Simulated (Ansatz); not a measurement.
LiBiSe2, ordered on the rocksalt lattice (R-3m) with 4 atoms a cell was relaxed with 3 functionals in the PAW code Ansatz, cell and atoms free, the symmetry of the start kept (meshes: PBE 8×8×8, r2SCAN 6×6×6, PBEsol 6×6×6). (Calculated; spin-unpolarised; the phase may be known or hypothetical.)

The PBE result:
Space group R-3m:H (No. 166). a = 4.140 Å, b = 4.140 Å, c = 19.865 Å, α = 90.00°, β = 90.00°, γ = 120.00°
```tsv
atom	site	symmetry	x	y	z
Li	3a	-3m	0.0000	0.0000	0.0000
Bi	3b	-3m	0.6667	0.3333	0.8333
Se	6c	3m	0.3333	0.6667	0.9217
```

Space group R-3m (No. 166), trigonal; a = 4.140 Å, c = 19.865 Å in the conventional setting, 24.57 Å³ an atom. Li is surrounded by 6 Se at 2.85 Å; Bi is surrounded by 6 Se at 2.97 Å; Se is surrounded by 3 Li at 2.85 Å and 3 Bi at 2.97 Å.

Task: Order the functionals by the relaxed volume, smallest first.
A. r2SCAN
B. PBEsol
C. PBE

Result: B (23.38 Å³/atom), A (24.30 Å³/atom), C (24.57 Å³/atom).

Task: What lattice does PBEsol give?

Result: a = 4.081 Å, c = 19.458 Å; the volume differs by -4.8 % from PBE's. Around Li lie 6 Se at 2.79 Å; around Bi lie 6 Se at 2.93 Å; around Se lie 3 Li at 2.79 Å and 3 Bi at 2.93 Å.

Task: How does the cell change with r2SCAN?

Result: a = 4.120 Å, c = 19.840 Å; the volume differs by -1.1 % from PBE's. Around Li lie 6 Se at 2.85 Å; around Bi lie 6 Se at 2.95 Å; around Se lie 3 Li at 2.85 Å and 3 Bi at 2.95 Å.

Task: Held at the r2SCAN cell, what mean stress does PBE find, and does its sign point to its own minimum?

Result: Yes. PBE +0.87 GPa, and its relaxed volume is +1.1 % from r2SCAN's. Compression counts positive, so a positive stress asks for a larger cell.
